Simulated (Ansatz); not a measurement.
MoW (CsCl type, Pm-3m) at seven volumes, PBE (plane waves, PAW; program Ansatz), scaled uniformly. One row is withheld.

```csv
V (Å³/atom),P (GPa)
14.525,32.07
15.004,19.70
15.483,?
15.962,0.00
16.441,-7.80
16.920,-14.49
17.399,-20.23
```

Problem. Fit the shown pressures and predict the withheld one.

Solution. P = (3/2)B₀(x^(7/2) − x^(5/2))[1 + (3/4)(B′ − 4)(x − 1)] with x = (V₀/V)^(2/3). Least squares on the six rows gives V₀ = 15.962 Å³/atom, B₀ = 280 GPa, B′ = 4.10. At V = 15.483, x = 1.0205 and P = 9.08 GPa. The run itself gave 9.09 GPa.

The start of the workflow was typed in or built on a structure type; neither database checked (COD, Materials Project) lists it. Whether it is the stable phase at ambient conditions was not checked. The cell was relaxed with PBE under the symmetry of its start; its stability against distortions is not shown here. No spin polarisation was allowed. Spin–orbit coupling is left out wherever it is not named.

Potentials: the earlier of the program's two PAW sets.
